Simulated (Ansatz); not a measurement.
# K$_{2}$Cd: input and output

Input file of Ansatz 0.2.0:

```yaml
crystal:
  lattice:
    - [0.0, 4.12005, 0.0]
    - [4.12005, 0.0, 0.0]
    - [2.060025, 2.060025, -7.450424]
  atoms:
    - { symbol: K, position: [0.37, 0.37, 0.26] }
    - { symbol: K, position: [0.63, 0.63, 0.74] }
    - { symbol: Cd, position: [0.0, 0.0, 0.0] }
  symmetry: { tolerance: 0.0003 }
kpoints:
  mp_grid: { grid: [9, 9, 9], shift: [0, 0, 0] }
  band_path:
    path:
      - [0.0, 0.0, 0.0]
      - [0.5, 0.5, 0.5]
      - [0.5, 0.5, 0.25]
      - [0.0, 0.5, 0.0]
      - [0.0, 0.0, 0.0]
      - [0.0, 0.0, -0.5]
      - [0.0, 0.46177451, -0.26911274]
      - [0.0, 0.53822549, 0.26911274]
      - [0.0, 0.0, 0.0]
      - [0.5, 0.5, 0.5]
      - [0.46177451, 0.53822549, 0.5]
    npoints: 6
magnetization:
  spin_polarized: false
scf:
  occupations: { method: fermi_dirac }
  lower_state_search: "off"
  max_iter: 200
hamiltonian:
  pseudopotentials: { kind: paw }
  xc: pbe
basis:
  ecutwfc: 420
  fft_grid_basis: typed
output:
  forces: true
  stress: true
  eigenvalues: true
  bader: true
  populations: true
  elf: true
  write_potential: true
  volumetric_format: npy
  dos:
    e_range: [-12, 8]
    de: 0.05
    projected: { site_lists: { Cd: [Cd], K: [K] } }
checkpoint:
  read: saved_state
```

The run starts from an earlier solution of this cell. 

Excerpt of what it printed:

```
Pseudopotentials: kind: paw
Pseudopotential: K, paw, valence charge 9, recommended cutoff 420 eV (normal), K.paw.azcp
Pseudopotential: Cd, paw, valence charge 20, recommended cutoff 420 eV (normal), Cd.paw.azcp
Functional definition: PBE
  exchange = pbe_x(kappa = kappa, mu = beta*pi^2/3)
  correlation = pbe_c(beta = beta)
Crystal: 3 atoms, lattice volume = 126.470 Å³
Basis set: ecut = 420 eV, 2509 PW (Γ), exchange–correlation on 60×60×108 points (8 copies of the dense FFT grid, shifted against one another)
Bands: 23, of which v1, the nominal top of the filled ones, is band 19 counted from 1 (18 counted from 0)
Symmetry: 16 space group operations
Space group: I4/mmm (ITA 139), of the structure as read, at distance tolerance 1.5e-3 Å
k-points: 75 of 729
Initial density: read from a saved state, or passed on in memory by an earlier SCF of this step, an earlier step, the calling program or the single point that the run made first
Functional: x = pbe(κ = 0.804, μ = 0.2195), c = pbe(β = 0.0667)
Free energy (F): -11329.9085 eV
Harris-Foulkes:  -11329.9085 eV  (|F-HF|=2.28e-8)
Internal energy: -11329.8372 eV  (E = F + TS)
E sigma→0 (E₀):  -11329.8728 eV
Entropy (-TS):   -0.0712 eV (-23.747 meV/atom)
Fermi energy:    5.0875 eV
--- Per-component energies (eV) ---
  E_band       = -802.1866
  E_kinetic    = 1013.1404
  E_local      = -6266.6830  (includes V_loc(G=0)·N_el)
  E_nonlocal   = 57.4127
  E_hartree    = 2770.3193
  E_xc         = -446.0982
  E_vxc        = -550.0784  (∫ρ·V_xc dr)
  E_paw        = -5645.8528  (= ΣΔE_a)
  E_vpaw       = -596.6077  (= ΣTr[D̂ρ^β])
  E_aug_tail   = 0.0000  (compensation charges beyond the density's cutoff)
  E_ewald      = -2812.0756
  E_smearing   = -0.0712  (= −TS)
--- Forces (eV/Å), atoms counted from 1 ---
  atom   1  K      0.0000     0.0000    -0.3305
  atom   2  K      0.0000     0.0000     0.3305
  atom   3  Cd     0.0000     0.0000     0.0000
--- Stress (GPa, compression-positive) ---
        2.0602       0.0000       0.0000
        0.0000       2.0602       0.0000
        0.0000       0.0000       2.0500
  P = ⅓ Tr σ = 2.0568 GPa (20.568 kbar)
--- Löwdin populations: 3 sites ---
  site symbol       q [e]
     0      K      8.9703
     1      K      8.9703
     2     Cd     19.6550
  spilling = 0.0106 (of n_electrons = 38.0000)
--- Bader charges: 3 sites ---
  site symbol  charge [e]  shift [e]
     0      K      0.4701     0.0000
     1      K      0.4701     0.0000
     2     Cd     -0.9402     0.0000
```

Origin: a known structure type with other elements, at an estimated volume, so it need not be a known compound.
